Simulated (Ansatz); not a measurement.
Ag₂PdO₂ in space group Immm (No. 71; Pd on 2a, O on 4j, Ag on 4i) under volume change, the program Ansatz at the PBEsol level (PAW), shape and atoms relaxed at each volume.

```tsv
V (Å³/atom)	E − E(relaxed) (meV/atom)	P (GPa)
12.098	43.1	13.00
12.497	17.6	7.68
12.896	4.0	3.38
13.295	0.0	0.00
13.693	3.3	-2.53
14.092	11.8	-4.18
```

Task: What does a third-order Birch–Murnaghan fit give for V₀, B₀ and B′?

Result: V₀ = 13.30 Å³/atom, B₀ = 94.3 GPa, B′ = 8.2.

The workflow started from an entry of the Crystallography Open Database (COD). Its standing as an ambient phase is unchecked. The PBEsol relaxation kept the symmetry of its start; whether a distortion lowers the energy is not shown. No spin polarisation was allowed.

Potentials: the later of the program's two PAW sets.
